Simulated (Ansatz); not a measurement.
LuPO4:
```
CELL_PARAMETERS angstrom
     -3.39820     3.39820     2.97734
      3.39820    -3.39820     2.97734
      3.39820     3.39820    -2.97734
ATOMIC_POSITIONS crystal
  Lu 0.75000 0.25000 0.50000
  Lu 0.00000 0.00000 0.00000
  P  0.50000 0.50000 0.00000
  P  0.25000 0.75000 0.50000
  O  0.51459 0.33795 0.17663
  O  0.08795 0.41132 0.32337
  O  0.16132 0.33795 0.82337
  O  0.08795 0.76459 0.67663
  O  0.23541 0.91205 0.32337
  O  0.66205 0.48541 0.82337
  O  0.58868 0.91205 0.67663
  O  0.66205 0.83868 0.17663
```

Relaxed with r²SCAN. Special points in fractions of this cell's reciprocal vectors: Γ (0.000, 0.000, 0.000); X (0.000, 0.000, 0.500); M (-0.500, 0.500, 0.500); Z (0.442, 0.442, -0.442); Z0 (-0.442, 0.558, 0.442); P (0.250, 0.250, 0.250); N (0.000, 0.500, 0.000).

Task: List the band energies nearest the valence-band maximum at these points for r²SCAN with spin–orbit coupling (plane waves, PAW; program Ansatz).

Result: In eV from the valence-band maximum; about four levels below and three above (degenerate sets whole), none deeper than 8.9 eV; points with the same levels are listed once.

```csv
k,below,above
Γ,-0.24 -0.24 0.00 0.00,6.87 6.87 7.47 7.47
X,-0.21 -0.21 -0.21 -0.21,7.21 7.21 7.21 7.21
M,-0.28 -0.28 -0.28 -0.28,8.06 8.06 8.06 8.06
Z,-0.26 -0.26 -0.19 -0.19,8.03 8.03 8.09 8.09
P,-0.39 -0.39 -0.31 -0.31,7.28 7.28 7.34 7.34
N,-0.17 -0.17 -0.06 -0.06,7.55 7.55 7.76 7.76
```

Space group I4_1/amd. The workflow started from an entry of the Crystallography Open Database (COD, 298 K). Whether it is the stable phase at ambient conditions was not checked. The r²SCAN relaxation kept the symmetry of its start; whether a distortion lowers the energy is not shown.

Potentials: the later of the program's two PAW sets.
